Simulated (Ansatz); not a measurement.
Ni$_{3}$Sn in space group P6_3/mmc (No. 194; Sn on 2c, Ni on 6h) at seven volumes, the program Ansatz at the PBEsol level (PAW), shape and atoms relaxed at each. One row is withheld.

| V (Å³/atom) | P (GPa) |
|---|---|
| 11.302 | 22.53 |
| 11.674 | 13.66 |
| 12.047 | 6.23 |
| 12.420 | 0.00 |
| 12.792 | -5.21 |
| 13.165 | -9.57 |
| 13.537 | ? |

**Question.** Fit the shown pressures and predict the withheld one.

**Answer.** P = (3/2)B₀(x^(7/2) − x^(5/2))[1 + (3/4)(B′ − 4)(x − 1)] with x = (V₀/V)^(2/3). Least squares on the six rows gives V₀ = 12.420 Å³/atom, B₀ = 189 GPa, B′ = 4.90. At V = 13.537, x = 0.9442 and P = -13.19 GPa. The run itself gave -13.20 GPa.

The workflow started from an entry of the Crystallography Open Database (COD), which files this formula under 3 space groups. Its standing as an ambient phase is unchecked. The PBEsol relaxation kept the symmetry of its start; its stability against distortions is not shown here. The workflow began spin-polarised and lost its moments. Spin–orbit coupling is left out wherever it is not named.

Potentials: the later of the program's two PAW sets.
